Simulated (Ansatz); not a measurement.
Computed with DFT PBE, scalar-relativistic, plane waves, PAW (Ansatz). Settings: cutoff 420 eV, Γ-centred meshes spaced at most about 0.3 Å⁻¹, and about 0.25 Å⁻¹ or finer for metals (2π included), Gaussian smearing. No spin polarisation in the final relaxations.

All energies are static (0 K, no zero-point motion).

Two forms of Sn₃As were relaxed alike.

A.

```
Sn As
1.0
     6.64804    0.00000    0.00000
    -3.32402    5.75737    0.00000
     0.00000    0.00000    5.36472
Sn As
6 2
Direct
  0.34157 0.17079 0.75000
  0.82921 0.17079 0.75000
  0.82921 0.65843 0.75000
  0.65843 0.82921 0.25000
  0.17079 0.82921 0.25000
  0.17079 0.34157 0.25000
  0.66667 0.33333 0.25000
  0.33333 0.66667 0.75000
```

B.

```
Sn As
1.0
     0.00000    3.70734    3.70734
     3.70734    0.00000    3.70734
     3.70734    3.70734    0.00000
Sn As
3 1
Direct
  0.00000 0.00000 0.00000
  0.25000 0.25000 0.25000
  0.75000 0.75000 0.75000
  0.50000 0.50000 0.50000
```

Task: Which form is favoured at zero pressure, and by what margin per atom?

Result: A is lower, by 25 meV/atom. A has the Ni3Sn (D0_19) type, space group P6_3/mmc (No. 194), 25.7 Å³/atom and no gap on its mesh; B has the BiF3 (D0_3) type, space group Fm-3m (No. 225), 25.5 Å³/atom and no gap. Counting Sn atoms around As (those within 1.25 times the shortest such distance or 1.15 times the sum of covalent radii, 1.27 where that leaves under three; a plus sign parts nearer from farther groups; the shortest distance is added where it exceeds 1.18 times the sum of covalent radii), A has As 12 from 3.3 Å and B has As 8+6 from 3.2 Å. Even the lower one lies +0.14 eV/atom against the reference forms of the elements (uncorrected), so neither is stable at this level. In A, Sn has 8 Sn at 3.24–3.41 Å and 4 As at 3.27–3.32 Å; around As lie 12 Sn at 3.27–3.32 Å. In B, Sn on a site of symmetry m-3m is surrounded by 8 Sn at 3.21 Å and 6 As at 3.71 Å; Sn on a site of symmetry -43m has 4 As at 3.21 Å, 4 Sn at 3.21 Å and 6 Sn at 3.71 Å; As is surrounded by 8 Sn at 3.21 Å and 6 Sn at 3.71 Å. Both come from invented guesses. A third cell relaxed alike, in Im-3m, lies 89 meV/atom below the lower of the two.

In Fm-3m an odd number of electrons in the primitive cell allows no gap without spin; a larger cell or a magnetic state could open one. A magnetic state wasn't ruled out in cells without spin, among them Fm-3m. Cells relaxed within their symmetry can be saddle points.
